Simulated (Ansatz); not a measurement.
CdGeAs2:
```xyz
8
Lattice="-2.9904 2.9904 5.6494 2.9904 -2.9904 5.6494 2.9904 2.9904 -5.6494" Properties=species:S:1:pos:R:3 pbc="T T T"
Cd     2.9904     0.0000     2.8247
Cd     0.0000     0.0000     5.6494
Ge     0.0000     0.0000     0.0000
Ge     0.0000     2.9904     2.8247
As     1.3236     4.4856     1.4124
As     1.4952     1.6668     4.2371
As     1.6668    -1.4952     7.0618
As     1.4952     1.3236    -1.4124
```

Relaxed with r²SCAN. Special points in fractions of this cell's reciprocal vectors: Γ (0.000, 0.000, 0.000); X (0.000, 0.000, 0.500); P (0.250, 0.250, 0.250); N (0.000, 0.500, 0.000); M (0.500, 0.500, -0.500); S (0.320, 0.680, -0.320); S0 (-0.320, 0.320, 0.320); R (-0.140, 0.140, 0.500); G (0.500, 0.500, -0.140).

Question: List the band energies nearest the valence-band maximum at these points for plane-wave PAW r²SCAN (Ansatz code).

Answer: In eV from the valence-band maximum; about four levels below and three above (degenerate sets whole), none deeper than 8.9 eV; points with the same levels are listed once.

```tsv
k	below	above
Γ	-2.28 -2.28 -0.23 -0.23 0.00	0.10 1.51 1.92
X	-1.20 -1.20 -0.68 -0.68	0.89 0.89 2.71 2.71
P	-1.13 -1.13 -1.07 -1.07	1.56 1.56 2.30 2.30
N	-2.21 -1.64 -1.34 -0.75	1.96 2.21 2.88
M	-2.00 -2.00 -1.10 -1.10	1.56 1.56 1.84 1.84
S	-2.19 -1.88 -1.11 -0.58	1.58 2.18 2.33
R	-1.29 -1.29 -0.98 -0.98	1.28 1.28 3.16 3.16
```

Space group I-42d (chalcopyrite). Symmetry was held in the r²SCAN relaxation. Spin–orbit coupling is left out wherever it is not named.

Potentials: the later of the program's two PAW sets.
